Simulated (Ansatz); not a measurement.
From the elastic tensor of Zr$_{3}$CdC to moduli and sound speeds

All numbers below come from DFT PBE, scalar-relativistic, plane waves, PAW (Ansatz). Cutoff 420 eV, 8×8×8 k-points (Γ-centred), Fermi-Dirac smearing of 0.15 eV. No spin polarisation.

Space group Pm-3m (No. 221), cubic, a = 4.574 Å. Zr has 2 C at 2.29 Å, 4 Cd at 3.23 Å and 8 Zr at 3.23 Å; around Cd lie 12 Zr at 3.23 Å; around C lie 6 Zr at 2.29 Å.

It was reached by relaxing an invented guess, and it needn't be the stable form of this composition. In a metal, frequencies and elastic constants depend on the k mesh and the smearing, soft modes and shear constants most.

Relaxed-ion constants (GPa, on the Cartesian axes of the calculation):
C11 = 266.5, C12 = 61.3, C13 = 61.3, C22 = 266.5, C23 = 61.3, C33 = 266.5, C44 = 71.1, C55 = 71.1, C66 = 71.1 GPa; the others vanish.

Density 6.910 g/cm³; 5 atoms in 95.67 Å³.

With S = C⁻¹: B_V = (C11+C22+C33+2(C12+C13+C23))/9, G_V = (C11+C22+C33−C12−C13−C23+3(C44+C55+C66))/15, 1/B_R = S11+S22+S33+2(S12+S13+S23), 15/G_R = 4(S11+S22+S33−S12−S13−S23)+3(S44+S55+S66); Hill is their mean. Then v_l = √((B+4G/3)/ρ), v_t = √(G/ρ), v_m = [(2/v_t³+1/v_l³)/3]^(−1/3) and Θ = (ħ/k_B)·v_m·(6π²n/V)^(1/3) for n atoms in the volume V; E = 9BG/(3B+G), ν = (3B−2G)/(2(3B+G)) and A^U = 5G_V/G_R + B_V/B_R − 6.

- Bulk modulus, Voigt / Reuss / Hill: 129.7 / 129.7 / 129.7 GPa
- Shear modulus, Voigt / Reuss / Hill: 83.7 / 81.0 / 82.3 GPa
- Young's modulus: 204 GPa
- Poisson ratio: 0.238
- Pugh ratio B/G: 1.58 (under 1.75, the rule of thumb for brittle)
- Universal anisotropy index: 0.16
- Longitudinal and transverse sound speeds: 5887 and 3452 m/s
- Debye temperature from the mean sound speed: 426 K
